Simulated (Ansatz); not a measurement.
The elements of this relaxed trial crystal are hidden behind letters.

```
lattice vectors (Å)
  -2.0016    2.0016    8.5041
   2.0016   -2.0016    8.5041
   2.0016    2.0016   -8.5041
fractional positions
X 0.8293 0.8293 0.0000
X 0.5000 0.5000 0.0000
X 0.1707 0.1707 0.0000
Z 0.7500 0.2500 0.5000
Q 0.4147 0.9147 0.5000
Q 0.0853 0.5853 0.5000
```

These are results of DFT PBE, scalar-relativistic, plane waves, PAW (Ansatz), not measurements. Cutoff 420 eV, Γ-centred 12×12×12 mesh (6-atom cell), Gaussian smearing of 0.02 eV, no spin polarisation.

| Property | Result |
| --- | --- |
| Space group | I-4m2 (No. 119) |
| Conventional cell | a = 4.003 Å, c = 17.008 Å |
| Volume per atom | 22.71 Å³ |
| Density | 4.75 g/cm³ |
| Formation energy | −0.371 eV/atom |
| Gap on the 12×12×12 mesh of the 6-atom cell | 0.58 eV |

Energies are uncorrected and count from the elements' standard states at the same level.

Question: X is a p-block element of period 4, Z is a p-block element of period 3 and Q is a p-block element of period 4. Which elements are they?

Answer: X = Ga, Z = P, Q = As, so the formula is Ga3As2P. Density times volume gives a mean mass of 4.75 × 22.71/1.6605 = 65.0 u per atom, and this set has 65.0 u. Ga on a site of symmetry 2mm is surrounded by 2 P at 2.41 Å and 2 As at 2.47 Å; around P lie 4 Ga at 2.41 Å; around As lie 4 Ga at 2.47 Å; 1 more site not described. Other sets within the hints have nearly the same mass, so mass alone doesn't settle it; this one was computed.

Kohn–Sham gaps at this level usually fall short of measured ones. A later test with randomly moved atoms came back to the same energy, though modes that don't fit the test's cell weren't probed.
